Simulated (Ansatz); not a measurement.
Elastic constants of Ge (Fd-3m), step by step

```yaml
crystal:
  lattice:
    - [0.00000, 2.83818, 2.83818]
    - [2.83818, 0.00000, 2.83818]
    - [2.83818, 2.83818, 0.00000]
  atoms:
    - { symbol: Ge, position: [0.50000, 0.50000, 0.50000] }
    - { symbol: Ge, position: [0.75000, 0.75000, 0.75000] }
```

Level of theory, where no other is named: PBEsol, all-electron LAPW in Ansatz 0.2.0, scalar-relativistic. k mesh 14×14×14, Fermi-Dirac smearing of 0.080 eV, basis error target 1 meV/atom. The cell was relaxed by PAW under this functional.

The cell is cubic and carries a residual pressure of 0.00 GPa at this level. Each strain component that symmetry leaves independent is applied at ±0.005 and ±0.01, the ions relax wherever a strain frees them, and the stress (tension positive, GPa) is read. Shears are engineering strains, γ = 2ε.

| strain | size | σxx | σyy | σzz | σyz | σxz | σxy |
| --- | --- | --- | --- | --- | --- | --- | --- |
| xx | -0.01 | -1.1562 | -0.4566 | -0.4566 | 0.0000 | 0.0000 | 0.0000 |
| xx | -0.005 | -0.5747 | -0.2241 | -0.2241 | 0.0000 | 0.0000 | 0.0000 |
| xx | +0.005 | 0.5628 | 0.2112 | 0.2112 | 0.0000 | 0.0000 | 0.0000 |
| xx | +0.01 | 1.1182 | 0.4144 | 0.4144 | 0.0000 | 0.0000 | 0.0000 |
| yz | -0.01 | -0.0028 | -0.0083 | -0.0083 | -0.5702 | 0.0000 | 0.0000 |
| yz | -0.005 | -0.0019 | -0.0033 | -0.0033 | -0.2851 | 0.0000 | 0.0000 |
| yz | +0.005 | -0.0019 | -0.0033 | -0.0033 | 0.2851 | 0.0000 | 0.0000 |
| yz | +0.01 | -0.0028 | -0.0083 | -0.0083 | 0.5702 | 0.0000 | 0.0000 |

The slope is [8(σ(+δ) − σ(−δ)) − (σ(+2δ) − σ(−2δ))]/(12δ), and the program imposes the crystal's symmetry on the matrix.

Task: What are the independent elastic constants?

Result: C11 = 113.8, C12 = 43.5, C44 = 57.0 GPa.

Task: Do they meet the Born conditions?

Result: C11 − C12 = 70.2, C11 + 2C12 = 200.8 and C44 = 57.0 GPa must all be positive, so the crystal is elastically stable; that says nothing yet of its phonons.

Task: What moduli does a random aggregate of grains have?

Result: B = (C11 + 2C12)/3 = 66.9 GPa. G_V = (C11 − C12 + 3C44)/5 = 48.3 and G_R = 5(C11 − C12)C44/(4C44 + 3(C11 − C12)) = 45.6, so G_H = 47.0 GPa. Then E = 9BG/(3B + G) = 114.2 GPa, ν = (3B − 2G)/(6B + 2G) = 0.216 and B/G = 1.43, on the brittle side of Pugh's 1.75 (a rule of thumb).

Task: With the density of 5.275 g/cm³, how fast does sound travel, and what Debye temperature follows?

Result: 

| direction | slow (m/s) | middle (m/s) | fast (m/s) |
| --- | --- | --- | --- |
| [100] | 3288 | 3288 | 4644 |
| [110] | 2580 | 3288 | 5071 |
| [111] | 2836 | 2836 | 5206 |

The mean of v⁻³ over directions and branches gives v_m = 3283 m/s and θ_D = (ħ/k_B) v_m (6π²n)^(1/3) = 344 K, n being atoms per volume. Young's modulus spans 90 to 133 GPa over directions, and the universal anisotropy index is 0.29.

Task: How far do the constants move if PAW replaces LAPW in the same cell?

Result: 

```tsv
constant	LAPW (GPa)	PAW (GPa)	difference
C11	113.8	113.6	-0.2
C12	43.5	43.7	0.2
C44	57.0	56.9	-0.1
```

Task: How far do the constants move if all-electron PAW (datasets made for the crystal) replaces LAPW in the same cell?

Result: 

| constant | LAPW (GPa) | all-electron PAW (datasets made for the crystal) (GPa) | difference |
| --- | --- | --- | --- |
| C11 | 113.8 | 113.6 | -0.2 |
| C12 | 43.5 | 43.6 | 0.1 |
| C44 | 57.0 | 56.9 | -0.1 |

Caveats: the gap is so small that the run used smearing, and responses move with mesh and smearing; the frozen-core PAW files of the compared runs were fitted under PBE, their cores solved anew for this functional.
